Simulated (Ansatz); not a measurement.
NbN (rock salt), conventional cell a = 4.421 Å, b = 4.421 Å, c = 4.421 Å, α = 90.00°, β = 90.00°, γ = 90.00°. The calculation uses the primitive cell of 2 atoms, to which meshes and values per cell refer.

Equation-of-state scan: isotropic scaling of the cell above, V₀ being its volume. Symmetry pins the atoms to their sites.

Computed with PBE (plane waves to 420 eV, PAW, scalar-relativistic; Ansatz, a quantum-chemistry and plane-wave program). k mesh 19×19×19 (Γ-centred), Fermi-Dirac smearing 0.05 eV. The energy includes the smearing's −TS. Stress and pressure are positive under compression. NbN is run without spin polarisation. NbN was relaxed with its symmetry unable to fall. This is a high-temperature form of NbN. ΔE is measured from the relaxed starting cell.

The scan covers V/V₀ from 0.940 to 1.060 in 9 points.

### Question
What bulk modulus B₀ follows from a third-order Birch-Murnaghan fit?

### Answer
307 GPa.

### Question
What is the fitted pressure derivative B₀′?

### Answer
4.4.

(A scan under strain: stresses follow from slopes of the energy per volume, elastic moduli from its curvatures.)
